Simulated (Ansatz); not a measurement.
CsGeI$_{3}$ in space group P6_3/mmc (No. 194; Cs on 2d, Ge on 2a, I on 6h) under volume change, PBE in the plane-wave PAW code Ansatz, shape and atoms relaxed at each volume.

```csv
V (Å³/atom),E − E(relaxed) (meV/atom),P (GPa)
41.193,___,___
42.551,5.4,0.68
43.908,1.2,0.31
45.266,0.0,0.00
46.624,1.1,-0.24
47.982,___,___
49.340,8.3,-0.56
```

Problem. Fill in the missing entries.

Solution. 
- 47.982, E − E(relaxed) (meV/atom): 3.9
- 47.982, P (GPa): -0.43
- 41.193, E − E(relaxed) (meV/atom): 13.1
- 41.193, P (GPa): 1.15

Problem. What does a third-order Birch–Murnaghan fit give for V₀, B₀ and B′?

Solution. V₀ = 45.28 Å³/atom, B₀ = 8.9 GPa, B′ = 6.8.

A made-up cell: these elements were put on the sites of a structure type; neither database checked (COD, Materials Project) lists it. COD files the formula under space group No. 160, so this cell is another polymorph or a model. Whether it is the stable phase at ambient conditions was not checked. The cell was relaxed with PBE under the symmetry of its start; its stability against distortions is not shown here. Scalar-relativistic: spin–orbit coupling is off unless named, which matters more the heavier the elements.

Potentials: the later of the program's two PAW sets.
